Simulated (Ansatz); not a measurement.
**In3As: one atom moved along a line**

Method: DFT PBE+D3(BJ), scalar-relativistic, plane waves, PAW (Ansatz). The runs took a 420 eV cutoff, a Γ-centred 10×10×10 mesh and Gaussian smearing (0.15 eV). No spin polarisation. Energies are free energies at this smearing, counted from the undisturbed cell; pressure is positive in compression.

Reference structure (relaxed at this level; it needn't be the usual structure):

```yaml
crystal:
  lattice:
    - [4.60214, 0.00000, 0.00000]
    - [0.00000, 4.60214, 0.00000]
    - [0.00000, 0.00000, 4.60214]
  atoms:
    - { symbol: In, position: [0.00000, 0.50000, 0.50000] }
    - { symbol: In, position: [0.50000, 0.00000, 0.50000] }
    - { symbol: In, position: [0.50000, 0.50000, 0.00000] }
    - { symbol: As, position: [0.00000, 0.00000, 0.00000] }
```

Atom 1 (In) is moved by x along the Cartesian unit vector (-0.707, -0.707, 0.000); the cell and all other atoms stay fixed. The cell is metallic on the mesh throughout.

```
  x (Å)  ΔE (meV/cell) force along x on the moved atoms (eV/Å) pressure (GPa)
-0.4500          254.0                                     1.31             1.5
-0.2700           82.0                                        ?               ?
 0.0000            0.0                                     0.00             0.0
 0.3600          153.0                                    -0.94             0.9
```

**Question.** Give the withheld values.

**Answer.** force along x on the moved atoms (eV/Å) at x (Å) = -0.2700: 0.65; pressure (GPa) at x (Å) = -0.2700: 0.5.

Cost: 4 runs of about 2.6 core-minutes in all, on Intel Xeon 6975P-C (Granite Rapids) (shared hosts).